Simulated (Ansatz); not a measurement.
## ZnCd$_{3}$Te$_{4}$ (P-4m2) at 3 levels of theory

One geometry, relaxed with PBE; plane waves with PAW potentials in Ansatz, scalar-relativistic. No spin polarisation. Gaps are the least over mesh and band path; pressure is positive in compression.

```
Zn Cd Te
1.0
     4.59589    0.00000    0.00000
     0.00000    4.59589    0.00000
     0.00000    0.00000   13.06046
Zn Cd Te
1 3 4
Direct
  0.00000 0.00000 0.00000
  0.50000 0.50000 0.75895
  0.00000 0.00000 0.50000
  0.50000 0.50000 0.24104
  0.50000 0.00000 0.62949
  0.00000 0.50000 0.37051
  0.50000 0.00000 0.11099
  0.00000 0.50000 0.88901
```

```json
{"level": "PBE", "cutoff (eV)": "420", "k mesh": "6×6×2", "gap (eV)": "0.64", "pressure (GPa)": "0.0"}
```

**Question.** What comes out on the same cell with r2SCAN, LDA?

**Answer.**
```tsv
level	cutoff (eV)	k mesh	gap (eV)	pressure (GPa)
r2SCAN	500	6×6×2	1.14	-1.1
LDA	420	6×6×2	0.39	-3.7
```

Spin-orbit coupling matters for the bands of heavy elements and is left out.

It was reached by relaxing an invented guess, and it needn't be the stable form of this composition.
